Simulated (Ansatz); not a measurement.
According to PBE (plane waves, PAW; program Ansatz), GaAs in the cubic phase (Pm-3n; Ga on 6c, As on 6d) relaxes to a = 7.086 Å. Against the elements it lies at -0.20 eV/atom, with no fitted shifts.

Electronic character: no gap, with almost no states at the Fermi level (zero-gap or semimetallic). Gap from PBE with spin–orbit coupling: none (metallic).

An equation-of-state fit gives a bulk modulus of 45.7 GPa.

The start of the workflow was typed in or built on a structure type; neither database checked (COD, Materials Project) lists it. It is not the phase usual at ambient conditions (space group No. 216). The PBE relaxation kept the symmetry of its start; its stability against distortions is not shown here. The volume moved by 27 % from the start of the relaxation. The references are the lowest solids computed at this level, not always the standard phases. Scalar-relativistic: spin–orbit coupling is off unless named, which matters more the heavier the elements.

Potentials: the later of the program's two PAW sets.
